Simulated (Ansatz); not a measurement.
TaTe:
```
TaTe
1.0
    3.41914     0.00000     0.00000
    0.00000     3.41914     0.00000
    0.00000     0.00000     3.41914
Ta Te
1 1
Cartesian
  0.00000   0.00000   0.00000
  1.70957   1.70957   1.70957
```

Relaxed with PBE. Special points in fractions of this cell's reciprocal vectors: Γ (0.000, 0.000, 0.000); X (0.000, 0.500, 0.000); M (0.500, 0.500, 0.000); R (0.500, 0.500, 0.500).

List the band energies nearest the Fermi level at these points for PBE (plane waves, PAW; program Ansatz).

In eV from the Fermi level; about four levels below and three above (degenerate sets whole), none deeper than 8.9 eV; points with the same levels are listed once.

```json
[
 {"k": "Γ", "below": "-2.87 -2.87 -1.52 -1.52 -1.52", "above": "1.36 1.36 1.36"},
 {"k": "X", "below": "-8.67 -3.02 -3.02 -2.04", "above": "1.54 2.67 4.37"},
 {"k": "M", "below": "-5.96 -5.96 -3.46 -0.31 -0.31", "above": "0.41 1.41 3.08"},
 {"k": "R", "below": "-6.76 -6.76 -6.76", "above": "1.46 1.46 1.46"}
]
```

Space group Pm-3m (CsCl type). The start of the workflow was typed in or built on a structure type; neither database checked (COD, Materials Project) lists it. Its standing as an ambient phase is unchecked. The cell was relaxed with PBE under the symmetry of its start; its stability against distortions is not shown here. No spin polarisation was allowed. Its formation energy is positive at this level, so the cell may be metastable or incomplete. With an odd number of electrons in the cell and no spin polarisation, the count alone makes it a metal. Scalar-relativistic: spin–orbit coupling is off unless named, which matters more the heavier the elements.

Potentials: the earlier of the program's two PAW sets.
